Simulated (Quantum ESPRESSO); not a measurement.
# Moving one atom in Si7

These are calculations, not measurements. They come from pw.x of Quantum ESPRESSO 7.5, a plane-wave density functional program, with PseudoDojo standard norm-conserving files (v0.5 for PBE, v0.4.1 for LDA and PBEsol). The cells are made up: elements, strain and atom displacements were drawn at random, and nothing was relaxed. There is no spin polarisation, spin-orbit coupling or dispersion term.

The cell has 8 sites of a zincblende or diamond lattice. Sites 1 to 4 hold Si Si empty Si; sites 5 to 8 hold Si Si Si Si. Cell vectors in Å: (5.543, 0.002, -0.003); (0.002, 5.580, 0.030); (-0.003, 0.030, 5.535). Settings: PBE, cutoff 490 eV, 6 x 6 x 6 k mesh shifted by half a step, Fermi-Dirac smearing of 0.1 eV.

Each run shifts the Si atom on site 5 along z and leaves all else fixed. Site 2 is one of its nearest neighbours. E is the free energy of the cell above the lowest run shown.

| run | shift (Å) | Fz on site 5 (eV/Å) | Fz on site 2 (eV/Å) | P (GPa) | E (meV) |
| --- | --- | --- | --- | --- | --- |
| 1 | -0.1164 | 0.716 | -1.631 | -3.49 | 40.4 |
| 3 | -0.0694 | 0.426 | -1.542 | -3.62 | 13.5 |
| 4 | -0.0535 | 0.328 | -1.510 | -3.66 | 7.6 |
| 5 | 0.0186 | -0.118 | -1.357 | -3.80 | 0.0 |
| 6 | 0.0689 | -0.425 | -1.241 | -3.86 | 13.7 |
| 7 | 0.1109 | -0.678 | -1.140 | -3.89 | 36.9 |
| 2 | -0.0905 | ? | ? | ? | ? |

A rerun of one of these cells at 718 eV and k mesh 8 x 8 x 8 moved values by no more than 0.007 eV in the cell's energy, 0.02 GPa in stress and 0.006 eV/Å in force.

## Worked fit

A parabola through the six runs shown gives Fz on site 5 = -0.003 - 6.14 u + 0.4 u² eV/Å, with u in Å and a scatter of 0.002 eV/Å. Minus the slope, 6.14 ± 0.04 eV/Å², is this atom's force constant along z at u = 0, with its periodic images moving too. The fitted force vanishes at u = 0.000 Å, where the energy should be lowest along this line. The error is the larger of the fit's own and the change that a cubic makes, rounded up.

## Withheld run

Question: what Fz on site 5 should run 2 give?

The fit gives 0.556 eV/Å. The calculation gave 0.557 eV/Å.

| run | shift (Å) | Fz on site 5 (eV/Å) | Fz on site 2 (eV/Å) | P (GPa) | E (meV) |
| --- | --- | --- | --- | --- | --- |
| 2 | -0.0905 | 0.557 | -1.583 | -3.57 | 23.9 |